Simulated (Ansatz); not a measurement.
ZrPbO₃ — quadrupolar parameters

The cell is a computed structure from the Materials Project (it need not be an observed phase), taken as it stands.

Space group Pm (No. 6); a = 4.2952, b = 8.4293, c = 8.4442 Å, β = 90.53°.

```csv
site,Wyckoff,site symmetry,x,y,z
Zr1,2c,1,0.5316,0.7467,0.7482
Zr3,2c,1,0.5503,0.7533,0.2461
Pb5,1a,m,0.0439,0.0000,0.9424
Pb6,1b,m,0.1328,0.5000,0.4863
Pb7,1a,m,0.1062,0.0000,0.4693
Pb8,1b,m,0.1264,0.5000,0.0177
O9,2c,1,0.0042,0.7728,0.7599
O11,2c,1,0.4855,0.7300,0.0029
O12,1a,m,0.4885,0.0000,0.7737
O13,1b,m,0.4598,0.5000,0.7450
O14,2c,1,0.4718,0.7473,0.5021
O15,1a,m,0.5055,0.0000,0.2719
O17,1b,m,0.4767,0.5000,0.2618
O19,2c,1,0.0186,0.7500,0.2567
```

One atom of each set is listed.

Computed with Ansatz: DFT, PBE, plane waves and PAW (field gradients read without the response of the frozen cores, which leaves them typically 4 to 6 % off), with spin–orbit coupling, 420 eV cutoff, Γ-centred 5×3×3 k-points, Fermi–Dirac smearing 0.02 eV.

C_Q = eQV_zz/h, which is 24.18 MHz for Q = 1 b and V_zz = 10²¹ V/m²; η = (V_xx − V_yy)/V_zz.

91Zr: I = 5/2, Q = -176.0 mb; ¹⁷O: I = 5/2, Q = -25.58 mb. Quadrupole moments are those of Pyykkö's year-2017 table.

```tsv
site	atoms	first shell	V_zz (10²¹ V/m²)	η	C_Q (MHz)
Zr1	2	6 O at 2.04–2.28 Å	4.05	0.77	-17.2
Zr3	2	6 O at 2.01–2.29 Å	3.54	0.51	-15.1
Pb5	1	3 O at 2.39–2.46 Å; also 5 O at 2.77–3.35 Å	-20.7	0.70	–
Pb6	1	6 O at 2.41–2.90 Å; also 2 O at 3.31 Å	-12.80	0.14	–
Pb7	1	1 O at 2.40 Å; also 8 O at 2.66–3.15 Å	-19.39	0.67	–
Pb8	1	4 O at 2.48–2.72 Å; also 4 O at 2.96–3.21 Å	11.88	0.61	–
O9	2	2 Zr at 2.04–2.28 Å, 1 Pb at 2.46 Å; also 3 Pb at 3.15–3.31 Å	2.54	0.13	-1.57
O11	2	2 Zr at 2.08–2.17 Å, 1 Pb at 2.48 Å; also 2 Pb at 3.00–3.35 Å	2.67	0.17	-1.65
O12	1	2 Zr at 2.15 Å, 1 Pb at 2.39 Å; also 2 Pb at 2.77–3.04 Å	1.74	0.58	-1.08
O13	1	2 Zr at 2.10 Å, angle 163°; also 2 Pb at 2.59–2.72 Å	-1.23	0.83	0.762
O14	2	2 Zr at 2.09–2.19 Å, angle 164°; also 2 Pb at 2.55–2.66 Å	2.10	0.36	-1.30
O15	1	2 Zr at 2.10 Å, 1 Pb at 2.40 Å; also 1 Pb at 3.06 Å	2.60	0.08	-1.61
O17	1	2 Zr at 2.16 Å, 2 Pb at 2.41–2.54 Å	1.85	0.52	-1.15
O19	2	2 Zr at 2.01–2.29 Å, angle 175°; also 3 Pb at 2.79–2.96 Å	2.12	0.75	-1.31
```

At Pb7 V_zz points along its bond to O (within 3°). At O15 V_zz points along its one bond to Pb (within 4°).

Pb has no stable isotope with a ground-state quadrupole moment in the table, so no C_Q is given.

The largest force is 0.3 eV/Å, so the atoms aren't at the calculated equilibrium and relaxing them would move these values.
